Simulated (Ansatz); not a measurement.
# Relaxation path: hcp Zn (0001), 2 layers

DFT, LDA, PAW with Ansatz's default frozen-core files, scalar-relativistic (Ansatz 0.2.0); a Γ-centred 16×16×1 k mesh, Fermi–Dirac smearing of 0.1 eV, no spin polarisation. The run relaxes the atoms in the fixed cell.

Command: `ansatz run input.yaml --threads 1 --pin off --max-ram 3584MiB --backend cpu --events-out ev --progress --plain --runs-dir out` It took 18 s on 1 thread of Intel(R) Xeon(R) Platinum 8375C CPU @ 2.90GHz (Ice Lake) (shared host), peak memory 0.41 GiB.

```yaml
crystal:
  lattice:
    - [2.5745889075, 0.0, 0.0]
    - [-1.2872944537, 2.2296593982, 0.0]
    - [0.0, 0.0, 18.3568]
  atoms:
    - { symbol: Zn, position: [0.833333333, 0.166666667, 0.4358063095] }
    - { symbol: Zn, position: [0.166666667, 0.833333333, 0.5641936905] }
kpoints:
  mp_grid: { grid: [16, 16, 1] }
scf:
  occupations: { method: fermi_dirac, width: 0.1 }
hamiltonian:
  xc: lda
  pseudopotentials: { kind: paw }
output:
  forces: true
  stress: true
  eigenvalues: true
relax:
  f_tol: 0.01
  max_steps: 40
efield:
  axis: 3
  amplitude: 0
  dipole_correction: true
```

Each step lists its free energy a cell above the last geometry, and Cartesian positions (Å) with forces (eV/Å).

The first step:

```
step 1  dF = 12.11 meV
  Zn 1.9309 0.3716 8.0000   0.0000 0.0000 -0.1793
  Zn -0.6436 1.8580 10.3568   0.0000 0.0000 0.1793
```

The PAW files were made under PBE.

Q: Where does the relaxation end, and by which steps?

A: After 3 geometries, with a shortest distance of 2.575 Å. The further steps:
```
step 2  dF = 4.05 meV
  Zn 1.9309 0.3716 7.9711   0.0000 0.0000 -0.1010
  Zn -0.6436 1.8580 10.3857   0.0000 0.0000 0.1010
step 3  dF = 0.00 meV
  Zn 1.9309 0.3716 7.9281   0.0000 0.0000 0.0047
  Zn -0.6436 1.8580 10.4287   0.0000 0.0000 -0.0047
step 4  dF = 0.00 meV  (same geometry, solved once more)
  Zn 1.9309 0.3716 7.9281   0.0000 0.0000 0.0047
  Zn -0.6436 1.8580 10.4287   0.0000 0.0000 -0.0047
```
